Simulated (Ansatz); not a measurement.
Relaxing a structure of AlCu

The start is a relaxed AlCu cell displaced along its unstable phonon at q = (½, ½, 0) of its primitive reciprocal cell (189i cm⁻¹), largest move 0.15 Å. Cell shape, volume and atoms are optimised at zero target pressure with PBE (plane waves to 420 eV, PAW, scalar-relativistic; Ansatz, a first-principles code). The first steps use a coarse 11×11×11 k-mesh.

Initial structure:
```
AlCu
1.0
    0.00000     5.05044     5.05044
    2.52522     2.52522     5.05044
    2.52522     2.52522     0.00000
Cu Al
2 2
Cartesian
  0.00000   0.00000   0.09894
  2.52522   5.05044   2.42629
  2.52522   2.52522   2.67522
  2.52522   5.05044   4.90044
```

```json
{
 "largest_initial_force": "0.73 eV/Å, on Cu1, Cu2 (atoms numbered as listed)",
 "volume_change": "-14.3 %, from 16.10 to 13.80 Å³/atom",
 "relative_to_the_parent": "It does not go back: it reaches P4/nmm (No. 129), AFLOW prototype AB_tP4_129_c_c (B11, as in TiCu), 0.36 eV/atom below the parent",
 "Shortest distances (start → end)": "The closest pairs of elements (up to four, under 3.6 Å), start → end: Al–Cu 2.47 → 2.54 Å; Cu–Cu 3.43 → 2.69 Å; Al–Al 3.37 → 2.76 Å",
 "optimiser_moves": "13"
}
```

The end point of the relaxation:

```cif
data_Al2Cu2
_chemical_formula_sum 'Cu2 Al2'
_space_group_name_H-M_alt 'P4/nmm :1'
_space_group_IT_number 129
_space_group_name_Hall 'P 4ab 2ab -1ab'
_cell_length_a 3.25334
_cell_length_b 3.25334
_cell_length_c 5.21400
_cell_angle_alpha 90.000
_cell_angle_beta 90.000
_cell_angle_gamma 90.000
loop_
_space_group_symop_operation_xyz
  'x, y, z'
  '-y+1/2, x+1/2, z'
  '-x, -y, z'
  'y+1/2, -x+1/2, z'
  'x+1/2, -y+1/2, -z'
  '-y, -x, -z'
  '-x+1/2, y+1/2, -z'
  'y, x, -z'
  '-x+1/2, -y+1/2, -z'
  'y, -x, -z'
  'x+1/2, y+1/2, -z'
  '-y, x, -z'
  '-x, y, z'
  'y+1/2, x+1/2, z'
  'x, -y, z'
  '-y+1/2, -x+1/2, z'
loop_
_atom_site_label
_atom_site_type_symbol
_atom_site_symmetry_multiplicity
_atom_site_Wyckoff_symbol
_atom_site_fract_x
_atom_site_fract_y
_atom_site_fract_z
_atom_site_occupancy
Cu1 Cu 2 c 0.00000 0.50000 0.36549 1
Al1 Al 2 c 0.50000 0.00000 0.14701 1
```

Final values are on a 14×14×9 k-mesh of the relaxed cell. No spin polarisation in the result.

The run could not lose the symmetry of its start: the end is stationary, and may be a saddle point rather than a minimum.

The relaxed structure here is a generated cell of AlCu: the first start was made by placing the elements on the sites of a structure type, and the end was not matched to a known phase here, so it may be hypothetical.
